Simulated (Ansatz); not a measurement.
**Several inputs for MoS2 with phosphorus replacing Mo**

Cell: a supercell of MoS2 (space group P6_3/mmc) built from a COD entry, with all atoms left at the host's positions.

Space group P-6m2 (No. 187); a = 9.5070, c = 12.3240 Å, γ = 120.00°.

```
site  Wyckoff  site symmetry       x       y       z
   P       1a           -6m2  0.0000  0.0000  0.0000
 Mo2       6l            m..  0.0000  0.3333  0.0000
 Mo6       1c           -6m2  0.3333  0.6667  0.0000
 Mo8       1e           -6m2  0.6667  0.3333  0.0000
Mo10       3k            mm2  0.1111  0.8889  0.5000
Mo12       3k            mm2  0.1111  0.5556  0.5000
Mo14       3k            mm2  0.4444  0.2222  0.5000
 S19       2g            3m.  0.0000  0.0000  0.3730
 S20      12o              1  0.0000  0.3333  0.3730
 S24       2h            3m.  0.3333  0.6667  0.3730
 S26       2i            3m.  0.6667  0.3333  0.3730
 S28       6n            .m.  0.1111  0.8889  0.8730
 S30       6n            .m.  0.1111  0.5556  0.8730
 S32       6n            .m.  0.4444  0.2222  0.8730
```

One atom of each set is listed.

Reference run. Level of theory: DFT, PBE, plane waves and PAW, scalar-relativistic, 420 eV cutoff, Γ-centred 3×3×2 k-points, Fermi–Dirac smearing 0.01 eV, cell charge +1 (Ansatz 0.2.0).

It gives V_zz (10²¹ V/m²) P -1.29 (η 0.00), Mo2 -8.75 (η 0.27), S32 -5.54 (η 0.01), among others. Each of these runs changes the input as listed (caps on SCF iterations aside):

A. scf.occupations.method: fermi_dirac → cold
B. scf.occupations.width: 0.01 → 0.15; total_charge: 1 → 0

Question: How does each run end, and how far do the gradients move?

Answer: 

```json
{"run": "A", "P V_zz (η)": "-1.30 (0.00)", "Mo2 V_zz (η)": "-8.76 (0.28)", "S32 V_zz (η)": "-5.56 (0.02)", "largest change of a gradient tensor, all atoms": "0.05", "note": "converged"}
{"run": "B", "P V_zz (η)": "-1.20 (0.00)", "Mo2 V_zz (η)": "-7.84 (0.26)", "S32 V_zz (η)": "-5.26 (0.02)", "largest change of a gradient tensor, all atoms": "1.75", "note": "converged; neutral cell; odd number of electrons without spin polarisation"}
```

Run B moves them most, on Mo2 (V_zz from -8.75 to -7.84); against its own size the tensor moves most on S28 among sites above 0.3 (by 0.97, V_zz from -4.75 to -4.23).

Run B changes scf.occupations, total_charge together, so the table can't tell their shares apart.

On the reference run: The run isn't spin-polarised, and a state with spin may lie lower. The defect repeats with the cell of 54 atoms, so it feels its images: sites between two images don't show the values beside a lone defect, and zeros or small values of η there can come from the images' arrangement. Mo and S carry a gradient in the pure host already, so the values there aren't the defect's effect alone. A uniform background compensates the cell's charge. The defect cell has no gap above 0.1 eV on its mesh, so the values can hang on the smearing and the k-mesh. Without spin–orbit coupling (the program notes it for Mo) the gradients can shift somewhat, as the gap is small. The neighbours have not yet relaxed around the defect (largest force 0.85 eV/Å), so a real crystal will differ.
